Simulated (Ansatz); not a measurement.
CdSe (wurtzite)

```
CELL_PARAMETERS angstrom
      4.38288     0.00000     0.00000
     -2.19144     3.79568     0.00000
      0.00000     0.00000     7.15467
ATOMIC_POSITIONS crystal
  Cd 0.66667 0.33333 0.00047
  Cd 0.33333 0.66667 0.50047
  Se 0.66667 0.33333 0.62473
  Se 0.33333 0.66667 0.12473
```

E(V) scan at fixed shape, V₀ the volume above. The atoms relax within the cell's symmetry.

Computed with PBE (plane waves to 420 eV, PAW, scalar-relativistic; Ansatz, a program for electronic structure). k mesh 9×9×5 (Γ-centred), Fermi-Dirac smearing 0.05 eV. E stands for the smeared free energy. Compression counts positive. CdSe was relaxed with its symmetry unable to fall. The PAW data are Ansatz's earlier set. ΔE is measured from the relaxed starting cell.

```tsv
V (Å³/atom)	P (GPa)	ΔE (eV/atom)
27.971	3.19	0.0168
28.328	2.47	0.0105
28.685	1.79	0.0058
29.042	1.15	0.0025
29.399	0.56	0.0006
29.756	0.00	0.0000
30.113	-0.51	0.0006
30.470	-1.00	?
30.828	-1.45	0.0050
31.185	-1.87	0.0087
31.542	-2.26	?
```

Question: Some entries are withheld; supply them.

Answer: 
- 30.470, ΔE (eV/atom): 0.0023
- 31.542, ΔE (eV/atom): 0.0133

(Under strain, the slope of the energy per volume gives the stress and its curvature an elastic modulus.)
